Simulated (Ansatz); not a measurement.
Nb:
```xyz
1
Lattice="-1.6544 1.6544 1.6544 1.6544 -1.6544 1.6544 1.6544 1.6544 -1.6544" Properties=species:S:1:pos:R:3 pbc="T T T"
Nb     0.0000     0.0000     0.0000
```

Relaxed with PBE. Special points in fractions of this cell's reciprocal vectors: Γ (0.000, 0.000, 0.000); H (0.500, -0.500, 0.500); N (0.000, 0.000, 0.500); P (0.250, 0.250, 0.250).

Q: List the band energies nearest the Fermi level at these points for PBE (plane waves, PAW; program Ansatz).

A: In eV from the Fermi level; about four levels below and three above (degenerate sets whole), none deeper than 8.9 eV; … stands for higher levels left out; points with the same levels are listed once.

| k | below | above |
|---|---|---|
| Γ | -5.89 | 0.37 0.37 0.37 |
| H | -3.68 -3.68 | … |
| N | -3.69 -1.64 | 2.27 3.29 … |
| P | -1.08 -1.08 -1.08 | … |

Space group Im-3m (bcc (W type)). The cell was relaxed with PBE under the symmetry of its start. No spin polarisation was allowed. Spin–orbit coupling is left out wherever it is not named.

Potentials: the earlier of the program's two PAW sets.
